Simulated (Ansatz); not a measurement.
GeS:
```yaml
crystal:
  lattice:
    - [8.23731, 0.00000, 0.00000]
    - [0.00000, 3.64039, 0.00000]
    - [0.00000, 0.00000, 5.85896]
  atoms:
    - { symbol: Ge, position: [0.51983, 0.25000, 0.75822] }
    - { symbol: Ge, position: [0.01983, 0.25000, 0.74178] }
    - { symbol: Ge, position: [0.48017, 0.75000, 0.24178] }
    - { symbol: Ge, position: [0.98017, 0.75000, 0.25822] }
    - { symbol: S, position: [0.82694, 0.25000, 0.07875] }
    - { symbol: S, position: [0.32694, 0.25000, 0.42125] }
    - { symbol: S, position: [0.17306, 0.75000, 0.92125] }
    - { symbol: S, position: [0.67306, 0.75000, 0.57875] }
```

The program Ansatz at the PBE level (PAW) gives a gap of 0.80 eV without spin–orbit coupling, maximum at Γ, minimum on the Γ–Z line, 71 % of the way from Γ.

### Question
What happens when spin–orbit coupling is switched on?

### Answer
The gap falls by 0.01 eV, to 0.79 eV; maximum at Γ, minimum on the Γ–Z line, 71 % of the way from Γ.

### Question
Give the electron effective mass with spin–orbit coupling.

### Answer
0.15, 0.18, 0.67 mₑ (principal values).

### Question
Give the hole effective mass with spin–orbit coupling.

### Answer
0.38, 1.3, 11 mₑ (principal values).

### Question
Give the Z2 indices of the occupied bands with spin–orbit coupling.

### Answer
0;(000).

Space group Pnma. The cell was relaxed with PBE under the symmetry of its start. The volume moved by 57 % from the start of the relaxation.

Potentials: the later of the program's two PAW sets.
